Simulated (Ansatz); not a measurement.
BN (h-BN type, space group P6_3/mmc)

```
BN
1.0
    2.49975     0.00000     0.00000
   -1.24987     2.16485     0.00000
    0.00000     0.00000     6.52535
B N
2 2
Direct
  0.33333   0.66667   0.25000
  0.66667   0.33333   0.75000
  0.33333   0.66667   0.75000
  0.66667   0.33333   0.25000
```

E(V) scan at fixed shape, V₀ the volume above. Symmetry pins the atoms to their sites.

The numbers are results of r2SCAN+rVV10 (plane waves to 500 eV, PAW, scalar-relativistic; Ansatz, a quantum-chemistry and plane-wave program), not measurements. k mesh 15×15×5 (Γ-centred), Fermi-Dirac smearing 0.05 eV. Energies are smeared free energies. Stress and pressure are positive under compression. With the shape held, the modulus is that of even scaling; a crystal free to change shape is softer. BN was relaxed with its symmetry unable to fall. The PAW data are Ansatz's earlier set. ΔE is measured from the relaxed starting cell.

```csv
V (Å³/atom),ΔE (meV/atom)
7.945,82.7
8.166,44.7
8.387,19.1
8.607,4.6
8.828,0.0
9.049,4.2
9.270,16.4
9.490,withheld
9.711,60.9
```

**Question.** Fit a third-order Birch-Murnaghan form (E₀, V₀, B₀, B₀′ free) to the given rows and predict ΔE at V = 9.490.

**Answer.** Least squares on the 8 given rows: ΔE = E₀ + (9V₀B₀/16)·y²·[2 + (B₀′ − 4)y], y = (V₀/V)^(2/3) − 1, with V₀ = 8.829 Å³/atom, B₀ = 255.8 GPa (160.2 GPa = 1 eV/Å³; the term in eV is multiplied by 1000), B₀′ = 3.51, E₀ = 0.01 meV/atom; root-mean-square residual 0.03 meV/atom. At 9.490 the fit gives 35.4 meV/atom; the calculation gives 35.5 meV/atom, so the interpolation is off by -0.1 (-0.3 %). For the pressure the fit gives -16.3 GPa against the computed -16.3 GPa.

(A scan under strain: stresses follow from slopes of the energy per volume, elastic moduli from its curvatures.)
